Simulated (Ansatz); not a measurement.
ReC (rock salt, Fm-3m) at seven volumes, DFT-PBEsol in the program Ansatz with PAW potentials, scaled uniformly. One row is withheld.

```json
[
 {"V (Å³/atom)": "9.114", "P (GPa)": "46.16"},
 {"V (Å³/atom)": "9.414", "P (GPa)": "28.25"},
 {"V (Å³/atom)": "9.715", "P (GPa)": "12.99"},
 {"V (Å³/atom)": "10.015", "P (GPa)": "0.00"},
 {"V (Å³/atom)": "10.315", "P (GPa)": "?"},
 {"V (Å³/atom)": "10.616", "P (GPa)": "-20.33"},
 {"V (Å³/atom)": "10.916", "P (GPa)": "-28.25"}
]
```

Q: Fit the shown pressures and predict the withheld one.

A: Third-order Birch–Murnaghan: P = (3/2)B₀(x^(7/2) − x^(5/2))[1 + (3/4)(B′ − 4)(x − 1)] with x = (V₀/V)^(2/3). Least squares on the six rows gives V₀ = 10.016 Å³/atom, B₀ = 397.0 GPa, B′ = 4.42. At V = 10.315, x = 0.9806 and P = -10.94 GPa. The run itself gave -11.01 GPa.

The start of the workflow was typed in or built on a structure type; neither database checked (COD, Materials Project) lists it. Its standing as an ambient phase is unchecked. The cell was relaxed with PBEsol under the symmetry of its start. At this level the phase is mechanically unstable. No spin polarisation was allowed. Its formation energy is positive at this level, so the cell may be metastable or incomplete. Spin–orbit coupling is left out wherever it is not named.

Potentials: the earlier of the program's two PAW sets. The files were generated under PBE; for other functionals the program regenerates the frozen cores, and for LDA and PBEsol the local potential too.
